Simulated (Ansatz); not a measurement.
Space group Fd-3m:1 (No. 227). a = 7.493 Å, b = 7.493 Å, c = 7.493 Å, α = 90.00°, β = 90.00°, γ = 90.00°
```tsv
atom	site	symmetry	x	y	z
Y	8a	-43m	0.5000	0.0000	0.5000
Ir	16d	.-3m	0.1250	0.6250	0.1250
```

Equation of state of this YIr₂ structure (not necessarily the ground state), with shape and atoms relaxed at each volume where symmetry leaves them free. It has no gap at any of these volumes. These are results of Ansatz 0.2.0, DFT PBEsol, scalar-relativistic, plane waves, PAW, not measurements.

Settings: cutoff 420 eV, Γ-centred mesh 8×8×8 on the computed 6-atom cell, Gaussian smearing of 0.10 eV; no spin polarisation.

| V (Å³/atom) | E − E(largest V) (meV/atom) | P (GPa) |
| --- | --- | --- |
| 15.426 | 117.83 | 37.26 |
| 15.952 | 15.47 | 25.48 |
| 16.478 | -51.31 | 15.53 |
| 17.004 | -88.05 | 7.12 |
| 17.530 | -99.38 | 0.01 |
| 18.056 | -89.25 | -5.99 |
| 18.582 | -61.00 | -11.06 |
| 19.283 | 0.00 | -16.59 |

Question: Fit a third-order Birch–Murnaghan equation to E(V).

Answer: V0 = 17.53 Å³/atom, B0 = 217 GPa, B0' = 4.6.

Spin-orbit coupling is left out, which matters for the bands of heavy elements.

Cost: 8 runs of about 1.7 core-minutes in all, on Arm Neoverse V1 (shared hosts).